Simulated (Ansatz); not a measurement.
PbTe (rock salt)

```xyz
2
Lattice="0.0000 3.2845 3.2845 3.2845 0.0000 3.2845 3.2845 3.2845 0.0000" Properties=species:S:1:pos:R:3 pbc="T T T"
Te     0.0000     0.0000     0.0000
Pb     3.2845     3.2845     3.2845
```

Level of theory: PBE (plane waves to 420 eV, PAW, scalar-relativistic; Ansatz, a first-principles code). DFPT wavenumbers on a 10×10×10 k mesh, in cm⁻¹; i marks imaginary ones, q is in fractions of the reciprocal vectors of the cell shown, and the three acoustic modes at Γ are left out. The non-analytic (LO-TO) term is not included, so polar modes at Γ have their transverse values. PbTe was relaxed with its symmetry unable to fall. Spin-orbit coupling is left out, though Pb and Te are heavy.

Q: Does any mode at Γ, L = (0.5, 0.0, 0.0), X = (0.5, 0.5, 0.0) come out imaginary?

A: No imaginary mode at these points (lowest 22 cm⁻¹ at X = (0.5, 0.5, 0.0)); other wave vectors were not tested.

Q: Predict the phonon wavenumbers at Γ, L = (0.5, 0.0, 0.0), X = (0.5, 0.5, 0.0).

A: 
```tsv
q	wavenumbers (cm⁻¹)
Γ	24 (×3)
L = (0.5, 0.0, 0.0)	52 (×2), 87, 90 (×2), 101
X = (0.5, 0.5, 0.0)	22 (×2), 30, 59 (×2), 69
```
